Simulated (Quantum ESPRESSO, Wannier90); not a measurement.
## VBiO4 (I4₁/a), plane waves to Wannier functions

```
begin unit_cell_cart
ang
    5.1221100000    0.0000000000    0.0000000000
    0.0000000000    5.1221100000    0.0000000000
   -2.5610550000   -2.5610550000    5.7960650000
end unit_cell_cart
begin atoms_frac
V    0.5000000000  0.5000000000  0.0000000000
V   -0.2500000000  0.2500000000  0.5000000000
Bi   0.0000000000  0.0000000000  0.0000000000
Bi   0.2500000000 -0.2500000000  0.5000000000
O   -0.4381000000  0.1708500000 -0.1582600000
O   -0.0791100000  0.3119000000  0.3417400000
O    0.2798400000 -0.3291100000 -0.1582600000
O    0.4208500000  0.0298400000  0.3417400000
O   -0.3119000000 -0.4208500000 -0.3417400000
O    0.3291100000  0.4381000000  0.1582600000
O   -0.0298400000  0.0791100000 -0.3417400000
O   -0.1708500000 -0.2798400000  0.1582600000
end atoms_frac
```

Structure: Materials Project mp-23044, symmetrised, not relaxed again. COD (Crystallography Open Database) has the formula in 4 space groups, this one among them (matched by group alone). Computed values, not measurements, from PBEsol: Quantum ESPRESSO (norm-conserving PseudoDojo potentials, cutoff 68 Ry, no spin polarisation, no spin-orbit coupling) on a Γ-centred 4×4×4 mesh, then Wannier90. Density: 8×8×8 mesh, cold smearing 0.01 Ry. Spin-orbit coupling is left out although heavy elements are present.

A tight-binding model is made by disentanglement and projection with no localisation steps (num_iter = 0), so the 42 orbitals stay atom-like: hydrogen-like V: d; Bi: s;p; O: p, axes along x, y, z; frozen window up to 3.58 eV relative to the valence-band maximum. It follows pw.x to 0.8 meV rms for states up to 3.1 eV relative to the valence-band maximum. Matrix elements depend on this choice of orbitals and windows.

The 30 largest hoppings ⟨m,0|H|n,R⟩ between different sites (one of each Hermitian pair; signs follow the real orbitals' lobes; the list may end inside a set of equal values):

```tsv
m	n	R	distance of the centres (Å)	t (eV)
O10 pz	V1 dxy	0 0 0	1.74	1.518
V1 dxy	O5 pz	1 0 0	1.74	1.518
V1 dxy	O12 pz	1 1 0	1.74	1.518
V1 dxy	O7 pz	0 1 0	1.74	1.518
V2 dxy	O11 pz	0 0 1	1.74	-1.517
V2 dxy	O9 pz	0 1 1	1.74	-1.517
O6 pz	V2 dxy	0 0 0	1.74	-1.517
O8 pz	V2 dxy	1 0 0	1.74	-1.517
O6 px	V2 dxz	0 0 0	1.76	-1.480
O10 px	V1 dxz	0 0 0	1.76	1.480
O8 px	V2 dxz	1 0 0	1.76	-1.480
V1 dxz	O12 px	1 1 0	1.76	1.480
V2 dyz	O11 py	0 0 1	1.76	1.480
V1 dyz	O7 py	0 1 0	1.76	-1.480
V2 dyz	O9 py	0 1 1	1.76	1.480
V1 dyz	O5 py	1 0 0	1.76	-1.480
O8 py	V2 dxz	1 0 0	1.74	-1.480
O6 py	V2 dxz	0 0 0	1.74	-1.480
O10 py	V1 dxz	0 0 0	1.74	1.480
V1 dxz	O12 py	1 1 0	1.74	1.480
V2 dyz	O11 px	0 0 1	1.74	-1.480
V2 dyz	O9 px	0 1 1	1.74	-1.479
V1 dyz	O7 px	0 1 0	1.74	1.479
V1 dyz	O5 px	1 0 0	1.74	1.479
V2 dxz	O9 py	0 1 1	1.73	-1.476
V2 dxz	O11 py	0 0 1	1.73	-1.476
V1 dxz	O7 py	0 1 0	1.73	1.476
V1 dxz	O5 py	1 0 0	1.73	1.476
O8 px	V2 dyz	1 0 0	1.73	-1.476
V1 dyz	O12 px	1 1 0	1.73	1.476
```
